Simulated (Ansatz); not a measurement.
The relaxed structure here is a generated cell of GaPt: the first start was made by placing the elements on the sites of a structure type, and the end was not matched to a known phase here, so it may be hypothetical.

A relaxed structure of GaPt. Level of theory: PBE (plane waves to 420 eV, PAW, scalar-relativistic; Ansatz, a first-principles code).

```xyz
2
Lattice="0.0000 2.8311 2.8311 2.8311 0.0000 2.8311 2.8311 2.8311 0.0000" Properties=species:S:1:pos:R:3 pbc="T T T"
Pt     4.2466     4.2466     4.2466
Ga     0.0000     0.0000     0.0000
```

**Question.** Determine the symmetry and give the standard cell with its independent sites.

**Answer.** Space group F-43m (No. 216); a = 5.6621 Å, b = 5.6621 Å, c = 5.6621 Å, α = 90.00°, β = 90.00°, γ = 90.00°

| atom | site | symmetry | x | y | z |
|---|---|---|---|---|---|
| Pt | 4c | -43m | 0.2500 | 0.2500 | 0.2500 |
| Ga | 4a | -43m | 0.0000 | 0.0000 | 0.0000 |

This is the zinc blende type.

**Question.** Give the shortest distances between elements (the closest pairs, up to four, under 3.6 Å).

**Answer.** Ga–Pt 2.45 Å.

| Property | Result |
|---|---|
| Volume per atom | 22.69 Å³ |
| Band gap | no gap (metallic) |

No spin polarisation in the result.

The run could not lose the symmetry of its start, so the end can be a saddle point.

All atoms sit on sites fixed by symmetry, so only the cell could relax.
